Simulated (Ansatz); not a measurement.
CaF2 (fluorite, Fm-3m), PBE (plane waves, PAW; program Ansatz). The conduction-band minimum lies at Γ, with 1 equivalent valley. Second derivatives d²E/dk² of the lowest band at one valley (eV·Å²), along Cartesian directions:

```
direction  d²E/dk²
---------  -------
[100]        13.83
[010]        13.83
[001]        13.83
[110]        13.83
[101]        13.83
[011]        13.83
```

Problem. Find the principal effective masses, the density-of-states mass and the conductivity mass.

Solution. Off-diagonal terms follow from H_xy = H[110] − (H_xx + H_yy)/2, and m*/mₑ = 7.620 eV·Å² over each eigenvalue: 0.55, 0.55, 0.55. One valley's DOS mass (m₁m₂m₃)^(1/3) = 0.55, conductivity mass 3/(Σ 1/mᵢ) = 0.55 mₑ.

Problem. What effective density of states Nc follows at 300 K for parabolic valleys?

Solution. Nc = 2.509e19 × 1 × (0.55)^(3/2) ≈ 1.0e19 cm⁻³.

The PBE relaxation kept the symmetry of its start.

Potentials: the later of the program's two PAW sets.

Edges and masses are those of Kohn–Sham bands, whose gap is no quasiparticle gap.
